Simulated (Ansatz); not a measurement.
GaSe in space group R3m (No. 160; Ga on 3a, Ga on 3a, Se on 3a, Se on 3a), LDA in the plane-wave PAW code Ansatz. The conduction-band minimum lies at T, with 1 equivalent valley. Second derivatives d²E/dk² of the lowest band at one valley (eV·Å²), along Cartesian directions:

```json
[
 {"direction": "[100]", "d²E/dk²": "68.90"},
 {"direction": "[010]", "d²E/dk²": "68.90"},
 {"direction": "[001]", "d²E/dk²": "91.60"},
 {"direction": "[110]", "d²E/dk²": "68.90"},
 {"direction": "[101]", "d²E/dk²": "80.33"},
 {"direction": "[011]", "d²E/dk²": "80.33"}
]
```

Find the principal effective masses, the density-of-states mass and the conductivity mass.

Off-diagonal terms follow from H_xy = H[110] − (H_xx + H_yy)/2, and m*/mₑ = 7.620 eV·Å² over each eigenvalue: 0.083, 0.11, 0.11. One valley's DOS mass (m₁m₂m₃)^(1/3) = 0.10, conductivity mass 3/(Σ 1/mᵢ) = 0.10 mₑ.

What effective density of states Nc follows at 300 K for parabolic valleys?

Nc = 2.509e19 × 1 × (0.10)^(3/2) ≈ 7.9e17 cm⁻³.

The first step of the workflow began from a Materials Project structure, measured or hypothetical; the Crystallography Open Database copy checked does not list it. It is not the phase usual at ambient conditions (space group No. 194). Symmetry was held in the LDA relaxation; whether a distortion lowers the energy is not shown. A crystal of weakly bound layers computed without a dispersion correction: the cell and the soft elastic constants depend strongly on that. Scalar-relativistic: spin–orbit coupling is off unless named, which matters more the heavier the elements.

Potentials: the earlier of the program's two PAW sets. The files were generated under PBE; for other functionals the program regenerates the frozen cores, and for LDA and PBEsol the local potential too.

Edges and masses are those of Kohn–Sham bands, whose gap is no quasiparticle gap.
